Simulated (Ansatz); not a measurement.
**Bi: levels along high-symmetry lines**

```
Bi
1.0
     2.27300    1.31232    3.95400
    -2.27300    1.31232    3.95400
     0.00000   -2.62463    3.95400
Bi
2
Direct
  0.23389 0.23389 0.23389
  0.76611 0.76611 0.76611
```

Atom numbers follow the list: Bi1, Bi2.

The cell is a measured one (Crystallography Open Database entry 9009658); the temperature and pressure of the measurement aren't taken into account, and nothing was relaxed.

No spin–orbit coupling, which matters for the heavy atoms here.

The calculation used DFT, PBEsol, all-electron LAPW, scalar-relativistic (Ansatz 0.2.0).

The runs use a Γ-centred 10×10×10 k mesh, Fermi–Dirac smearing of 0.03 eV, basis error target 0.5 meV/atom, no spin polarisation.

Points in fractions of the reciprocal vectors of this cell: Γ (0, 0, 0), T (0.5, 0.5, 0.5), H2 (0.76, 0.24, 0.5), H0 (0.5, -0.24, 0.24), L (0.5, 0, 0), S0 (0.37, -0.37, 0), S2 (0.63, 0, 0.37), F (0.5, 0, 0.5). The path joins them by straight lines in the order Γ–T–H2–H0–L–Γ–S0–S2–F; legs that retrace an earlier one aren't tabulated. Energies are in eV from the Fermi level.

(1) Metal or insulator at this level of theory?

(2) Tabulate bands 33 to 40, counted from the lowest band of the run, along the path.

Results:

(1) No gap opens: metallic or semimetallic.

(2) 
| k (1/Å) | point | band 33 | band 34 | band 35 | band 36 | band 37 | band 38 | band 39 | band 40 |
| --- | --- | --- | --- | --- | --- | --- | --- | --- | --- |
| 0.00 | Γ | -13.02 | -7.42 | -1.42 | -1.15 | -1.15 | 2.53 | 3.00 | 3.00 |
| 0.11 |  | -12.98 | -7.54 | -1.38 | -1.14 | -1.14 | 2.41 | 2.86 | 2.86 |
| 0.23 |  | -12.86 | -7.85 | -1.27 | -1.09 | -1.09 | 2.10 | 2.51 | 2.51 |
| 0.34 |  | -12.68 | -8.29 | -1.15 | -1.01 | -1.01 | 1.73 | 2.06 | 2.06 |
| 0.45 |  | -12.44 | -8.80 | -1.05 | -0.89 | -0.89 | 1.36 | 1.59 | 1.59 |
| 0.57 |  | -12.16 | -9.29 | -0.97 | -0.75 | -0.75 | 1.05 | 1.17 | 1.17 |
| 0.68 |  | -11.91 | -9.69 | -0.92 | -0.62 | -0.62 | 0.85 | 0.86 | 0.86 |
| 0.79 | T | -11.80 | -9.85 | -0.91 | -0.55 | -0.55 | 0.73 | 0.73 | 0.78 |
| 0.90 |  | -11.77 | -9.84 | -1.60 | -0.82 | -0.06 | 0.17 | 1.05 | 1.66 |
| 1.00 |  | -11.68 | -9.82 | -2.40 | -1.50 | 0.02 | 0.20 | 1.91 | 2.65 |
| 1.10 |  | -11.55 | -9.81 | -3.08 | -2.23 | -0.02 | 0.36 | 2.95 | 3.60 |
| 1.21 |  | -11.37 | -9.81 | -3.61 | -2.89 | -0.04 | 0.52 | 3.95 | 4.37 |
| 1.31 |  | -11.17 | -9.87 | -3.93 | -3.43 | -0.10 | 0.66 | 4.69 | 4.76 |
| 1.41 |  | -10.96 | -9.98 | -4.04 | -3.82 | -0.21 | 0.77 | 4.89 | 4.95 |
| 1.51 | H2 | -10.77 | -10.14 | -4.03 | -3.94 | -0.37 | 0.82 | 5.00 | 5.01 |
| 1.60 |  | -10.74 | -10.19 | -4.16 | -3.67 | -0.77 | 1.19 | 4.61 | 5.42 |
| 1.69 |  | -10.75 | -10.19 | -4.26 | -3.26 | -1.43 | 1.87 | 4.13 | 5.03 |
| 1.79 |  | -10.77 | -10.18 | -4.31 | -2.72 | -2.10 | 2.65 | 3.45 | 4.76 |
| 1.88 |  | -10.77 | -10.18 | -4.31 | -2.72 | -2.10 | 2.65 | 3.45 | 4.76 |
| 1.97 |  | -10.75 | -10.19 | -4.26 | -3.26 | -1.43 | 1.87 | 4.13 | 5.03 |
| 2.06 |  | -10.74 | -10.19 | -4.16 | -3.67 | -0.77 | 1.19 | 4.61 | 5.42 |
| 2.15 | H0 | -10.77 | -10.14 | -4.03 | -3.94 | -0.37 | 0.82 | 5.00 | 5.01 |
| 2.24 |  | -10.63 | -10.33 | -4.05 | -3.66 | -0.55 | 0.82 | 4.99 | 5.00 |
| 2.34 |  | -10.53 | -10.53 | -3.88 | -3.24 | -0.73 | 0.77 | 4.40 | 4.71 |
| 2.43 |  | -10.72 | -10.48 | -3.54 | -2.70 | -0.91 | 0.69 | 3.46 | 4.07 |
| 2.53 |  | -10.88 | -10.45 | -3.04 | -2.05 | -1.06 | 0.61 | 2.41 | 3.28 |
| 2.62 |  | -11.00 | -10.45 | -2.41 | -1.35 | -1.17 | 0.55 | 1.37 | 2.42 |
| 2.72 |  | -11.08 | -10.45 | -1.68 | -1.24 | -0.63 | 0.39 | 0.52 | 1.58 |
| 2.81 | L | -11.10 | -10.46 | -1.29 | -1.13 | -0.23 | -0.22 | 0.57 | 1.08 |
| 2.93 |  | -11.42 | -10.09 | -1.30 | -1.14 | -0.47 | 0.04 | 0.72 | 1.16 |
| 3.05 |  | -11.87 | -9.50 | -1.33 | -1.16 | -0.69 | 0.40 | 1.08 | 1.39 |
| 3.17 |  | -12.27 | -8.89 | -1.35 | -1.18 | -0.89 | 0.88 | 1.52 | 1.74 |
| 3.29 |  | -12.59 | -8.33 | -1.34 | -1.18 | -1.05 | 1.45 | 1.98 | 2.15 |
| 3.41 |  | -12.83 | -7.85 | -1.35 | -1.17 | -1.14 | 2.07 | 2.35 | 2.57 |
| 3.53 |  | -12.97 | -7.54 | -1.39 | -1.16 | -1.16 | 2.46 | 2.74 | 2.88 |
| 3.65 | Γ | -13.02 | -7.42 | -1.42 | -1.15 | -1.15 | 2.53 | 3.00 | 3.00 |
| 3.80 |  | -12.95 | -7.59 | -1.43 | -1.18 | -1.10 | 2.42 | 2.49 | 2.99 |
| 3.95 |  | -12.73 | -8.02 | -1.75 | -0.99 | -0.94 | 1.54 | 1.90 | 3.15 |
| 4.09 |  | -12.39 | -8.61 | -2.28 | -0.74 | -0.69 | 0.73 | 1.19 | 3.51 |
| 4.24 |  | -11.92 | -9.25 | -2.89 | -0.86 | -0.78 | 0.68 | 0.86 | 4.01 |
| 4.38 |  | -11.37 | -9.85 | -3.47 | -1.46 | -1.29 | 1.25 | 1.35 | 4.61 |
| 4.53 |  | -10.76 | -10.37 | -3.96 | -2.02 | -1.89 | 2.02 | 2.25 | 5.27 |
| 4.68 | S0 | -10.77 | -10.17 | -4.32 | -2.44 | -2.40 | 3.00 | 3.12 | 4.73 |
| 4.76 |  | -10.71 | -10.26 | -4.24 | -2.81 | -1.87 | 2.27 | 3.57 | 4.95 |
| 4.84 |  | -10.65 | -10.35 | -4.12 | -3.14 | -1.27 | 1.50 | 4.07 | 5.24 |
| 4.92 |  | -10.58 | -10.44 | -3.99 | -3.38 | -0.76 | 0.90 | 4.54 | 5.03 |
| 5.00 |  | -10.58 | -10.44 | -3.99 | -3.38 | -0.76 | 0.90 | 4.54 | 5.03 |
| 5.07 |  | -10.65 | -10.35 | -4.12 | -3.14 | -1.27 | 1.50 | 4.07 | 5.24 |
| 5.15 |  | -10.71 | -10.26 | -4.24 | -2.81 | -1.87 | 2.27 | 3.57 | 4.95 |
| 5.23 | S2 | -10.77 | -10.17 | -4.32 | -2.44 | -2.40 | 3.00 | 3.12 | 4.73 |
| 5.29 |  | -10.88 | -9.99 | -4.41 | -2.55 | -2.55 | 3.25 | 3.37 | 4.51 |
| 5.34 |  | -10.98 | -9.82 | -4.48 | -2.67 | -2.65 | 3.15 | 3.73 | 4.55 |
| 5.39 |  | -11.06 | -9.68 | -4.54 | -2.77 | -2.72 | 2.93 | 4.10 | 4.77 |
| 5.44 |  | -11.12 | -9.56 | -4.58 | -2.85 | -2.77 | 2.70 | 4.43 | 5.02 |
| 5.49 |  | -11.16 | -9.47 | -4.61 | -2.91 | -2.81 | 2.52 | 4.71 | 5.24 |
| 5.54 |  | -11.19 | -9.42 | -4.62 | -2.95 | -2.84 | 2.41 | 4.90 | 5.40 |
| 5.59 | F | -11.20 | -9.40 | -4.63 | -2.96 | -2.84 | 2.37 | 4.97 | 5.45 |
